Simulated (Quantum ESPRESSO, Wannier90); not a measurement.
**Wannierisation of LiF (rock salt)**

```xyz
2
Lattice="0.0000 2.0417 2.0417 2.0417 0.0000 2.0417 2.0417 2.0417 0.0000" Properties=species:S:1:pos:R:3 pbc="T T T"
Li     0.0000     0.0000     0.0000
F      2.0417     2.0417     2.0417
```

Cell from Materials Project (mp-1138), symmetrised, no further relaxation. COD (Crystallography Open Database) has an entry of this formula and space group (matched by these alone). Level: PBEsol, no spin polarisation, no spin-orbit coupling; pw.x of Quantum ESPRESSO at 68 Ry with PseudoDojo potentials, 10×10×10 k-points, Wannier90. Density: 14×14×14 mesh, cold smearing 0.01 Ry.

A tight-binding model is made by disentanglement and projection with no localisation steps (num_iter = 0), so the 8 orbitals stay atom-like: hydrogen-like Li: s;p; F: s;p, axes along x, y, z; frozen window up to 10.09 eV relative to the valence-band maximum. It follows pw.x to 1.5 meV rms for states up to 9.6 eV relative to the valence-band maximum. Matrix elements depend on this choice of orbitals and windows.

Task: Which pairs of orbitals on different sites are coupled most strongly? Give distance, modulus and how many such pairs a cell has.

Result: 
```csv
orbital,orbital,distance of the centres (Å),modulus (eV),pairs
F px,Li px,2.04,1.86,2
F py,Li py,2.04,1.86,2
F pz,Li pz,2.04,1.86,2
F s,Li px,2.04,1.47,2
F s,Li py,2.04,1.47,2
F s,Li pz,2.04,1.47,2
Li py,Li pz,2.89,0.68,4
Li px,Li pz,2.89,0.68,4
Li px,Li py,2.89,0.68,4
F px,Li s,2.04,0.56,2
F py,Li s,2.04,0.56,2
F pz,Li s,2.04,0.56,2
Li s,Li s,2.89,0.55,6
Li py,Li py,2.89,0.55,4
Li px,Li px,2.89,0.55,4
Li pz,Li pz,2.89,0.55,4
Li py,Li s,2.89,0.54,8
Li pz,Li s,2.89,0.54,8
Li px,Li s,2.89,0.54,8
Li px,Li px,4.08,0.53,1
Li py,Li py,4.08,0.53,1
Li pz,Li pz,4.08,0.53,1
F py,Li py,2.04,0.45,4
F px,Li px,2.04,0.45,4
F pz,Li pz,2.04,0.45,4
Li px,Li s,4.08,0.41,2
Li py,Li s,4.08,0.41,2
Li pz,Li s,4.08,0.41,2
Li s,Li s,4.08,0.31,3
F px,F py,2.89,0.17,4
```
